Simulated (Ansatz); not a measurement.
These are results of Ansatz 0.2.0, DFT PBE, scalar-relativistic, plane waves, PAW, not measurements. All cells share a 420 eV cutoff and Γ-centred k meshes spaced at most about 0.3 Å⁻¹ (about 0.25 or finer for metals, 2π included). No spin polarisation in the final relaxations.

Temperature and zero-point effects are left out.

Two relaxed structures of InGaO:

A. Space group P-6m2 (No. 187), hexagonal, a = 3.745 Å, c = 5.051 Å. In is surrounded by 3 O at 2.16 Å, 6 Ga at 3.32 Å and 6 In at 3.75 Å; around Ga lie 6 In at 3.32 Å, 6 O at 3.32 Å and 6 Ga at 3.75 Å; around O lie 3 In at 2.16 Å and 6 Ga at 3.32 Å.

B. Space group Pmmm (No. 47), orthorhombic, a = 3.508 Å, b = 3.868 Å, c = 4.656 Å. Around In lie 4 O at 2.91 Å, 8 Ga at 3.50 Å, 2 In at 3.51 Å and 2 In at 3.87 Å; around Ga lie 2 O at 1.93 Å, 8 In at 3.50 Å, 2 Ga at 3.51 Å and 2 Ga at 3.87 Å; O has 2 Ga at 1.93 Å and 4 In at 2.91 Å.

Problem. Which form is favoured at zero pressure, and by what margin per atom?

Solution. B is lower, by 15 meV/atom. A has space group P-6m2 (No. 187), 20.5 Å³/atom and no gap on its mesh; B has space group Pmmm (No. 47), 21.1 Å³/atom and no gap. Counting O atoms around Ga and In (those within 1.25 times the shortest such distance or 1.15 times the sum of covalent radii, 1.27 where that leaves under three; the shortest distance is added where it exceeds 1.18 times the sum of covalent radii), A has In 3, Ga 6 from 3.3 Å and B has In 4 from 2.9 Å, Ga 2. Both come from invented guesses. A third cell relaxed alike, in P6_3/mmc, lies 168 meV/atom below the lower of the two.

The k mesh leaves some 4 meV/atom of noise in the energy of each metallic cell. Cells relaxed within their symmetry can be saddle points.
